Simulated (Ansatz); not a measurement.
InAgTe2 (chalcopyrite)

```
CELL_PARAMETERS angstrom
     -3.28439     3.28439     6.50155
      3.28439    -3.28439     6.50155
      3.28439     3.28439    -6.50155
ATOMIC_POSITIONS crystal
  Ag 0.75000 0.25000 0.50000
  Ag 0.00000 0.00000 0.00000
  In 0.25000 0.75000 0.50000
  In 0.50000 0.50000 0.00000
  Te 0.11941 0.12500 0.49441
  Te 0.63059 0.62500 0.50559
  Te 0.37500 0.88059 0.00559
  Te 0.87500 0.36941 0.99441
```

The slice is a (100) plane (indices of the conventional cell) through the point (0.000, 0.000, 0.000) (fractional), spanned by u = [101] and v = [110] in vectors of this cell: u (6.57 Å) and v (13.00 Å, at 90° to u). It covers one period; positions are fractions (u, v).

Computed with PBE (plane waves to 420 eV, PAW, scalar-relativistic; Ansatz, a quantum-chemistry and plane-wave program). k mesh 7×7×7. Inside the PAW spheres the values are not all-electron values, and peaks at nuclei hang on which shells count as valence. InAgTe2 was relaxed with its symmetry unable to fall. Spin-orbit coupling is left out, though Te is heavy.

**Question.** Predict the map of the electrostatic potential energy of an electron, from the cell's mean on the slice.

**Answer.** 
```
|xx489999984x|
|037889998873|
|888777677788|
|998750005789|
|99870xxx0789|
|99960xxx0699|
|99970xxx0799|
|998750005789|
|677777677777|
|005789998750|
|xx079999970x|
|xx069999960x|
|xx078999870x|
|005789998750|
|677788888777|
|998873037889|
|99983xxx3899|
|99980xxx0899|
|99983xxx3899|
|998873037889|
|888788888788|
|037889998873|
|xx389999983x|
|xx089999980x|
```
Scale: ten equal steps from -3.00 (start of '0') to 5.16 (end of '9'), in the order '0123456789'. Values: electrostatic potential energy of an electron, from the cell's mean, in eV. The map has 12 points along u (one character each, u = 0 at the left) and 24 along v (v = 0 in the bottom row). Points within 1 Å of a nucleus are blanked (x), as the pseudised field means little there. Values under -3 eV are set to -3. The zero, the cell's mean, hangs on the PAW cores.
